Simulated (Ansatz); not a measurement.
Bi2Se3 (R-3m) was relaxed and computed twice in Ansatz (plane waves, PAW), once with LDA and once with r²SCAN+D4.

|  | run 1 | run 2 |
|---|---|---|
| cell | a = 4.1036 Å, b = 4.1036 Å, c = 27.9373 Å, α = 90.00°, β = 90.00°, γ = 120.00° | a = b = 4.149 Å, c = 29.480 Å, α = β = 90.00°, γ = 120.00° |
| gap (eV) | none | 0.68 |
| ΔH_f (eV/atom) | -0.36 | -0.44 |
| B₀ by P(V) fit (GPa) | 37.9 | 25.6 |

Problem. Which run used which functional?

Solution. Run 1 is LDA, run 2 is r²SCAN+D4.

Weakly bound layers, chains or molecules computed without a dispersion correction, so cells and soft constants are ill determined: Bi2Se3, R-3m (Bi on 6c, Se on 3a, Se on 6c) with LDA. All cells were relaxed under the symmetry of their starts (and spin orders); stability against distortions was not tested throughout. Spin–orbit coupling is left out wherever it is not named.

Potentials: the later of the program's two PAW sets.

Ansatz (a program for electronic structure) is a plane-wave DFT program.

Formation energies count from the lowest solids of the elements computed at the same level, not from gases.
